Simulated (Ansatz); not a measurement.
SiMo$_{3}$ (A15 (Cr3Si type), space group No. 223) under volume change, PBEsol in the plane-wave PAW code Ansatz, scaled uniformly.

```json
[
 {"V (Å³/atom)": "13.057", "E − E(relaxed) (meV/atom)": "115.5", "P (GPa)": "31.10"},
 {"V (Å³/atom)": "13.487", "E − E(relaxed) (meV/atom)": "48.5", "P (GPa)": "19.06"},
 {"V (Å³/atom)": "13.918", "E − E(relaxed) (meV/atom)": "11.5", "P (GPa)": "8.77"},
 {"V (Å³/atom)": "14.348", "E − E(relaxed) (meV/atom)": "0.0", "P (GPa)": "0.00"},
 {"V (Å³/atom)": "14.778", "E − E(relaxed) (meV/atom)": "10.3", "P (GPa)": "-7.43"},
 {"V (Å³/atom)": "15.209", "E − E(relaxed) (meV/atom)": "39.0", "P (GPa)": "-13.75"},
 {"V (Å³/atom)": "15.639", "E − E(relaxed) (meV/atom)": "83.3", "P (GPa)": "-19.14"}
]
```

Q: What does a third-order Birch–Murnaghan fit give for V₀, B₀ and B′?

A: V₀ = 14.35 Å³/atom, B₀ = 268 GPa, B′ = 4.4.

Space group Pm-3n (A15 (Cr3Si type)). The cell was relaxed with PBEsol under the symmetry of its start; of distortions, only those at the zone centre were tested. The run is not spin-polarised.

Potentials: the later of the program's two PAW sets.
